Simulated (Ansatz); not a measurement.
Trial structure of SnTe3, not yet relaxed:

```cif
data_structure
_symmetry_space_group_name_H-M 'Pm-3m'
_symmetry_Int_Tables_number 221
_cell_length_a 5.6009
_cell_length_b 5.6009
_cell_length_c 5.6009
_cell_angle_alpha 90.000
_cell_angle_beta 90.000
_cell_angle_gamma 90.000
_cell_volume 175.70
loop_
_atom_site_label
_atom_site_type_symbol
_atom_site_symmetry_multiplicity
_atom_site_Wyckoff_symbol
_atom_site_fract_x
_atom_site_fract_y
_atom_site_fract_z
_atom_site_occupancy
Sn1 Sn 1 a 0.00000 0.00000 0.00000 1
Te1 Te 3 c 0.00000 0.50000 0.50000 1
```

All numbers below come from DFT PBE, scalar-relativistic, plane waves, PAW in Ansatz. Cutoff 420 eV; k points 4×4×4 on the computed 4-atom cell (Γ-centred); Gaussian smearing, width 0.10 eV; no spin polarisation.

Formation energies are uncorrected and refer to the elements' standard structures at the same level. The references include grey tin.

Question: What does a single point on this coarse mesh give?

Answer: The pressure is -7.0 GPa (it wants to contract), the largest force is 0.00 eV/Å (symmetry fixes the atoms), and the energy is +0.75 eV/atom against the elements. The shortest distance is 3.96 Å.

Question: Is it a good guess?

Answer: A rough one: relaxing gains about 0.50 eV/atom (the start's value is from the coarse mesh, so the gain is rough) in 11 ionic steps and ends at +0.25 eV/atom on the finer mesh. The symmetry stays Pm-3m (No. 221). The end has the Cu3Au (L1_2) type. The volume per atom shrinks by 33.6 %, from 43.9 to 29.2 Å³. The shortest distance goes from 3.96 Å (Sn–Te and Te–Te) to 3.46 Å (Sn–Te and Te–Te). Conventional cell: a = 4.886 Å. Sn has 12 Te at 3.46 Å; Te is surrounded by 4 Sn at 3.46 Å and 8 Te at 3.46 Å.

The last run used a 10×10×10 mesh for its 4-atom cell and Gaussian smearing of 0.10 eV. Spin–orbit coupling, which can matter for Te, is left out. The reference form of Te is held partly by dispersion forces, which this level lacks. The relaxation can't lower the symmetry of the start, and the grade says only how near the guess is to its own end. A structure relaxed within its symmetry needn't be a true minimum. Another cell of SnTe3 relaxed alike, in Im-3m, lies 0.35 eV/atom lower, so this cell isn't the stable form at this level.
